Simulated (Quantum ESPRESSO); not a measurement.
Band energies of CaC2

```
CaC2
1.0
    3.57890    -1.91529     0.00000
    3.57890     1.91529     0.00000
   -2.16425     0.00000     7.09293
C Ca
4 2
Direct
  0.07922   0.07922   0.56431
  0.92078   0.92078   0.43569
  0.45186   0.45186   0.05825
  0.54814   0.54814   0.94175
  0.79741   0.79741   0.75351
  0.20259   0.20259   0.24649
```

norm-conserving LDA (Quantum ESPRESSO, 82 Ry, no spin-orbit coupling); path ΓYFLI,I1ZF1,YX1,XΓN,MΓ; energies in eV from the valence-band maximum.

| k (1/Å) | point | band 14 | band 15 | band 16 | band 17 | band 18 | band 19 | band 20 | band 21 |
|---|---|---|---|---|---|---|---|---|---|
| 0.00 | Γ | -1.13 | -0.89 | -0.78 | -0.49 | -0.34 | 3.00 | 3.90 | 4.80 |
| 0.46 |  | -1.27 | -1.11 | -0.73 | -0.47 | -0.09 | 3.91 | 4.68 | 4.69 |
| 0.92 | Y | -1.54 | -1.25 | -0.88 | -0.60 | -0.16 | 3.90 | 5.25 | 5.33 |
| 0.92 | F | -1.68 | -1.24 | -0.88 | -0.48 | -0.13 | 4.00 | 5.24 | 5.37 |
| 1.19 | L | -1.94 | -1.22 | -0.91 | -0.17 | -0.07 | 4.38 | 4.85 | 5.41 |
| 1.83 | I | -1.90 | -1.58 | -1.38 | -0.35 | -0.29 | 3.55 | 4.40 | 4.93 |
| 1.83 | I1 | -1.90 | -1.58 | -1.38 | -0.35 | -0.29 | 3.55 | 4.40 | 4.93 |
| 2.03 |  | -1.90 | -1.44 | -1.25 | -0.43 | -0.37 | 3.04 | 3.90 | 4.82 |
| 2.43 |  | -1.53 | -1.18 | -0.98 | -0.50 | -0.28 | 2.97 | 3.63 | 4.49 |
| 2.83 | Z | -1.41 | -0.93 | -0.63 | -0.31 | -0.29 | 3.54 | 3.87 | 4.66 |
| 3.45 |  | -1.66 | -1.20 | -0.81 | -0.51 | -0.21 | 4.09 | 4.93 | 5.01 |
| 3.66 | F1 | -1.68 | -1.24 | -0.88 | -0.48 | -0.13 | 4.00 | 5.24 | 5.37 |
| 3.66 | Y | -1.54 | -1.25 | -0.88 | -0.60 | -0.16 | 3.90 | 5.25 | 5.33 |
| 4.03 |  | -1.74 | -1.54 | -1.45 | -0.52 | -0.07 | 4.41 | 4.76 | 5.30 |
| 4.22 | X1 | -1.78 | -1.71 | -1.57 | -0.46 | -0.08 | 4.21 | 4.27 | 5.24 |
| 4.22 | X | -1.78 | -1.71 | -1.57 | -0.46 | -0.08 | 4.21 | 4.27 | 5.24 |
| 4.76 |  | -1.65 | -1.28 | -1.14 | -0.44 | -0.35 | 3.76 | 3.89 | 4.23 |
| 5.12 |  | -1.21 | -0.94 | -0.83 | -0.51 | -0.36 | 3.10 | 3.95 | 4.69 |
| 5.30 | Γ | -1.13 | -0.89 | -0.78 | -0.49 | -0.34 | 3.00 | 3.90 | 4.80 |
| 5.45 |  | -1.17 | -0.92 | -0.80 | -0.48 | -0.36 | 3.09 | 3.95 | 4.75 |
| 5.77 |  | -1.50 | -1.09 | -0.96 | -0.52 | -0.33 | 3.22 | 3.99 | 4.77 |
| 6.24 | N | -2.18 | -1.25 | -1.16 | -0.49 | -0.30 | 3.08 | 3.59 | 4.79 |
| 6.24 | M | -1.70 | -1.22 | -1.02 | -0.63 | -0.51 | 2.11 | 4.25 | 5.63 |
| 6.40 |  | -1.69 | -1.27 | -1.02 | -0.61 | -0.43 | 2.27 | 4.25 | 5.43 |
| 6.73 |  | -1.50 | -1.18 | -0.96 | -0.53 | -0.27 | 3.29 | 3.89 | 4.74 |
| 7.22 | Γ | -1.13 | -0.89 | -0.78 | -0.49 | -0.34 | 3.00 | 3.90 | 4.80 |

The LDA gap is 2.11 eV; at least one edge lies off the plotted path, at a point of the SCF mesh. The smallest direct gap is 2.62 eV. Another valence extremum on the path lies within 0.02 eV, too close to call.

Geometry of the Materials Project entry, not relaxed at this level.

The structure is a Materials Project entry; no match was found in the copy of COD used, and its stability was not checked.
